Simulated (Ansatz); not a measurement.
BN in space group P4_2/mnm (No. 136; B on 4f, N on 4g) at seven volumes, PBEsol (plane waves, PAW; program Ansatz), shape and atoms relaxed at each. One row is withheld.

```tsv
V (Å³/atom)	P (GPa)
5.585	40.14
5.769	24.84
5.953	11.55
6.137	0.00
6.321	?
6.505	-18.81
6.689	-26.43
```

Task: Fit the shown pressures and predict the withheld one.

Result: Third-order Birch–Murnaghan: P = (3/2)B₀(x^(7/2) − x^(5/2))[1 + (3/4)(B′ − 4)(x − 1)] with x = (V₀/V)^(2/3). Least squares on the six rows gives V₀ = 6.137 Å³/atom, B₀ = 359.1 GPa, B′ = 3.63. At V = 6.321, x = 0.9805 and P = -10.05 GPa. The run itself gave -10.05 GPa.

The workflow started from a Materials Project entry (that database holds measured and hypothetical structures alike); the Crystallography Open Database copy checked does not list it. It is not the phase usual at ambient conditions (space group No. 186, 194, 216). The PBEsol relaxation kept the symmetry of its start; whether a distortion lowers the energy is not shown.

Potentials: the earlier of the program's two PAW sets. The files were generated under PBE; for other functionals the program regenerates the frozen cores, and for LDA and PBEsol the local potential too.
